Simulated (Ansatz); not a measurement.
## A plane-wave run on YbSi$_{2}$C$_{2}$

input.yaml (Ansatz 0.2.0)

```yaml
crystal:
  lattice:
    - [5.86662952, 0.0, 0.0]
    - [0.0, 5.86662952, 0.0]
    - [0.0, 0.0, 3.93168182]
  atoms:
    - { symbol: C, position: [0.1626, 0.6626, 0.5] }
    - { symbol: C, position: [0.3374, 0.1626, 0.5] }
    - { symbol: C, position: [0.8374, 0.3374, 0.5] }
    - { symbol: C, position: [0.6626, 0.8374, 0.5] }
    - { symbol: Si, position: [0.3622, 0.8622, 0.5] }
    - { symbol: Si, position: [0.1378, 0.3622, 0.5] }
    - { symbol: Si, position: [0.6378, 0.1378, 0.5] }
    - { symbol: Si, position: [0.8622, 0.6378, 0.5] }
    - { symbol: Yb, position: [0.0, 0.0, 0.0] }
    - { symbol: Yb, position: [0.5, 0.5, 0.0] }
kpoints:
  mp_grid: { grid: [4, 4, 6], shift: [0, 0, 0] }
  band_path:
    path:
      - [0.0, 0.0, 0.0]
      - [0.0, 0.5, 0.0]
      - [0.5, 0.5, 0.0]
      - [0.0, 0.0, 0.0]
      - [0.0, 0.0, 0.5]
      - [0.0, 0.5, 0.5]
      - [0.5, 0.5, 0.5]
      - [0.0, 0.0, 0.5]
      - [0.0, 0.5, 0.0]
      - [0.0, 0.5, 0.5]
      - [0.5, 0.5, 0.0]
    npoints: 6
magnetization:
  spin_polarized: false
scf:
  occupations: { method: gaussian, width: 0.0816 }
  lower_state_search: "off"
  max_iter: 200
hamiltonian:
  pseudopotentials: { kind: paw }
  xc: r2scan
basis:
  ecutwfc: 500
  fft_grid_basis: typed
output:
  forces: true
  stress: true
  eigenvalues: true
  bader: true
  populations: true
  elf: true
  write_potential: true
  volumetric_format: npy
  dos:
    e_range: [-12, 8]
    de: 0.05
    projected: { site_lists: { C: [C], Si: [Si], Yb: [Yb] } }
checkpoint:
  read: saved_state
```

The saved state is an earlier solution for the same cell, perhaps on another mesh. 

Excerpt of what it printed:

```
Free energy (F): -31171.0742 eV
Harris-Foulkes:  -31171.0742 eV  (|F-HF|=9.58e-9)
Internal energy: -31171.0676 eV  (E = F + TS)
E sigma→0 (E₀):  -31171.0709 eV
Entropy (-TS):   -0.0066 eV (-0.655 meV/atom)
Fermi energy:    13.2807 eV
--- Per-component energies (eV) ---
  E_band       = 204.6751
  E_kinetic    = 1279.5649
  E_local      = -13443.4307  (includes V_loc(G=0)·N_el)
  E_nonlocal   = 1297.9203
  E_hartree    = 5878.6539
  E_xc         = -734.2157
  E_vxc        = -943.8531  (∫ρ·V_xc dr)
  E_paw        = -17208.1175  (= ΣΔE_a)
  E_vpaw       = 205.3715  (= ΣTr[D̂ρ^β])
  E_aug_tail   = 0.0000  (compensation charges beyond the density's cutoff)
  E_vtau       = 51.7862  (kinetic-family band-sum trace: ∫τ·v_τ [+ j·A + Jᵃ·Aᵃ] dr)
  E_ewald      = -8242.7364
  E_core_change = 1.2936  (= ΣΔE_core)
  E_smearing   = -0.0066  (= −TS)
--- Forces (eV/Å), atoms counted from 1 ---
  atom   1  C     -1.1480    -1.1480     0.0000
  atom   2  C      1.1480    -1.1480     0.0000
  atom   3  C      1.1480     1.1480     0.0000
  atom   4  C     -1.1480     1.1480     0.0000
  atom   5  Si     0.9275     0.9275     0.0000
  atom   6  Si    -0.9275     0.9275     0.0000
  atom   7  Si    -0.9275    -0.9275     0.0000
  atom   8  Si     0.9275    -0.9275     0.0000
  atom   9  Yb     0.0000     0.0000     0.0000
  atom  10  Yb     0.0000     0.0000     0.0000
--- Stress (GPa, compression-positive) ---
       29.9011       0.0000       0.0000
        0.0000      29.9011       0.0000
        0.0000       0.0000      -3.8359
  P = ⅓ Tr σ = 18.6554 GPa (186.554 kbar)
--- Bader charges: 10 sites ---
  site symbol  charge [e]  shift [e]
     0      C     -3.0258     0.0146
     1      C     -3.0258     0.0146
     2      C     -3.0258     0.0146
     3      C     -3.0258     0.0146
     4     Si      2.3703     0.0146
     5     Si      2.3703     0.0146
     6     Si      2.3703     0.0146
     7     Si      2.3703     0.0146
     8     Yb      1.3109     0.0000
     9     Yb      1.3109     0.0000
```

Origin: a known structure type with other elements, at an estimated volume, so it need not be a known compound. Caveats: no spin polarisation, so a magnetic state may lie lower; atoms or cell far from equilibrium; f levels without a U or exact exchange are poorly placed.
